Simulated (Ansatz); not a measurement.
Relaxed (100) slab cut from SiMo3 (space group Pm-3n (No. 223)); the slab's formula is Si6Mo19, its outer planes Mo (top) and Mo (bottom):

```yaml
crystal:
  lattice:
    - [4.86159, 0.00000, 0.00000]
    - [0.00000, 4.86159, 0.00000]
    - [0.00000, 0.00000, 29.58476]
  atoms:
    - { symbol: Mo, position: [0.00000, 0.50000, 0.25826] }
    - { symbol: Si, position: [0.50000, 0.50000, 0.29010] }
    - { symbol: Mo, position: [0.25082, 0.00000, 0.29612] }
    - { symbol: Mo, position: [0.74918, 0.00000, 0.29612] }
    - { symbol: Mo, position: [0.00000, 0.50000, 0.33560] }
    - { symbol: Si, position: [0.00000, 0.00000, 0.37614] }
    - { symbol: Mo, position: [0.50000, 0.25087, 0.37601] }
    - { symbol: Mo, position: [0.50000, 0.74913, 0.37601] }
    - { symbol: Mo, position: [0.00000, 0.50000, 0.41837] }
    - { symbol: Si, position: [0.50000, 0.50000, 0.45869] }
    - { symbol: Mo, position: [0.24997, 0.00000, 0.45884] }
    - { symbol: Mo, position: [0.75003, 0.00000, 0.45884] }
    - { symbol: Mo, position: [0.00000, 0.50000, 0.50000] }
    - { symbol: Si, position: [0.00000, 0.00000, 0.54131] }
    - { symbol: Mo, position: [0.50000, 0.25003, 0.54116] }
    - { symbol: Mo, position: [0.50000, 0.74997, 0.54116] }
    - { symbol: Mo, position: [0.00000, 0.50000, 0.58163] }
    - { symbol: Si, position: [0.50000, 0.50000, 0.62386] }
    - { symbol: Mo, position: [0.24913, 0.00000, 0.62399] }
    - { symbol: Mo, position: [0.75087, 0.00000, 0.62399] }
    - { symbol: Mo, position: [0.00000, 0.50000, 0.66440] }
    - { symbol: Si, position: [0.00000, 0.00000, 0.70990] }
    - { symbol: Mo, position: [0.50000, 0.24918, 0.70388] }
    - { symbol: Mo, position: [0.50000, 0.75082, 0.70388] }
    - { symbol: Mo, position: [0.00000, 0.50000, 0.74174] }
```

Computed with Ansatz 0.2.0, DFT PBEsol, scalar-relativistic, plane waves, PAW. Settings: cutoff 420 eV, Γ-centred mesh 7×7×1 on the computed 25-atom cell, Gaussian smearing of 0.10 eV; no spin polarisation. A dipole correction removes the field between periodic images along c.

The potential is the smooth part; its values at the atoms depend on the PAW datasets.

Problem. How does the plane-averaged electrostatic potential energy of an electron run along c, counted from the Fermi level?

Solution. z (Å), V (eV) and a bar:
```
     2.66       4.11 ##############################
     2.96       4.11 ##############################
     3.25       4.11 ##############################
     3.55       4.11 ##############################
     3.85       4.11 ##############################
     4.14       4.11 ##############################
     4.44       4.10 ##############################
     4.73       4.09 ##############################
     5.03       4.07 ##############################
     5.33       4.03 ##############################
     5.62       3.96 ##############################
     5.92       3.80 ##############################
     6.21       3.48 #############################
     6.51       2.82 ############################
     6.80       1.28 ##########################
     7.10      -1.59 #######################
     7.40      -4.75 ###################
     7.69      -7.49 ###############
     7.99     -11.17 ##########
     8.28     -15.88 ####
     8.58     -18.92
     8.88     -18.39 #
     9.17     -14.44 ######
     9.47     -10.17 ############
     9.76      -8.02 ##############
    10.06      -7.98 ###############
    10.35      -9.97 ############
    10.65     -14.51 ######
    10.95     -18.55 #
    11.24     -18.93
    11.54     -15.13 #####
    11.83     -10.26 ############
    12.13      -7.84 ###############
    12.43      -7.73 ###############
    12.72      -9.10 #############
    13.02     -13.14 ########
    13.31     -17.65 ##
    13.61     -19.30
    13.90     -16.58 ###
    14.20     -11.78 ##########
    14.50      -8.44 ##############
    14.79      -7.72 ###############
    15.09      -8.44 ##############
    15.38     -11.78 ##########
    15.68     -16.58 ###
    15.98     -19.30
    16.27     -17.65 ##
    16.57     -13.14 ########
    16.86      -9.10 #############
    17.16      -7.73 ###############
    17.46      -7.84 ###############
    17.75     -10.26 ############
    18.05     -15.13 #####
    18.34     -18.93
    18.64     -18.55 #
    18.93     -14.51 ######
    19.23      -9.97 ############
    19.53      -7.98 ###############
    19.82      -8.02 ##############
    20.12     -10.17 ############
    20.41     -14.44 ######
    20.71     -18.39 #
    21.01     -18.92
    21.30     -15.88 ####
    21.60     -11.17 ##########
    21.89      -7.49 ###############
    22.19      -4.75 ###################
    22.48      -1.59 #######################
    22.78       1.28 ##########################
    23.08       2.82 ############################
    23.37       3.48 #############################
    23.67       3.80 ##############################
    23.96       3.96 ##############################
    24.26       4.03 ##############################
    24.56       4.07 ##############################
    24.85       4.09 ##############################
    25.15       4.10 ##############################
    25.44       4.11 ##############################
    25.74       4.11 ##############################
    26.03       4.11 ##############################
    26.33       4.11 ##############################
    26.63       4.11 ##############################
    26.92       4.11 ##############################
```

The vacuum level lies 4.11 eV above the Fermi level.

Cost: 1 run of about 44 core-minutes, on Arm Neoverse V2 (shared hosts).